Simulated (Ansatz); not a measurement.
Trial structure of ScGa3P2, not yet relaxed:

Space group P6/mmm (No. 191). a = 3.781 Å, b = 3.781 Å, c = 6.654 Å, α = 90.00°, β = 90.00°, γ = 120.00°
```csv
atom,site,symmetry,x,y,z
Sc,1a,6/mmm,0.0000,0.0000,0.0000
Ga,3g,mmm,0.5000,0.0000,0.5000
P,2e,6mm,0.0000,0.0000,0.1511
```

The calculation used Ansatz, DFT PBE, scalar-relativistic, plane waves, PAW. Cutoff 420 eV; k points 6×6×4 on the computed 6-atom cell (Γ-centred); Gaussian smearing, width 0.10 eV; no spin polarisation.

The zero of energy is the elements' standard structures at the same level; no fitted shifts are applied. The references include black phosphorus.

Q: What does a single point on this coarse mesh give?

A: The pressure is 439.6 GPa (the mean over three directions, positive in compression), the largest force is 271.73 eV/Å, and the energy is +25.04 eV/atom against the elements. The shortest distance is 1.01 Å, so close that the PAW spheres overlap strongly and these values are rough.

Q: Is it a good guess?

A: A poor one: relaxing gains about 24.7 eV/atom (the start's value is from the coarse mesh, so the gain is rough) in 31 ionic steps and ends at +0.35 eV/atom on the finer mesh. The symmetry stays P6/mmm (No. 191). The volume per atom grows by 127.5 %, from 13.7 to 31.2 Å³. The shortest distance goes from 1.01 Å (Sc–P) to 2.10 Å (P–P). The ratio c/a of the conventional cell changes by a factor of 0.69. Conventional cell: a = 5.633 Å, c = 6.819 Å. Sc is surrounded by 2 P at 2.36 Å; Ga is surrounded by 4 Ga at 2.82 Å and 4 P at 3.01 Å; around P lie 1 P at 2.10 Å, 1 Sc at 2.36 Å and 6 Ga at 3.01 Å.

The last run used a 12×12×6 mesh (in the run's order of axes) for its 6-atom cell and Gaussian smearing of 0.10 eV. The reference form of P is held partly by dispersion forces, which this level lacks. The relaxation can't lower the symmetry of the start, and the grade says only how near the guess is to its own end. A structure relaxed within its symmetry needn't be a true minimum. Another cell of ScGa3P2 relaxed alike, in Pmmm, lies 0.66 eV/atom lower, so this cell isn't the stable form at this level.
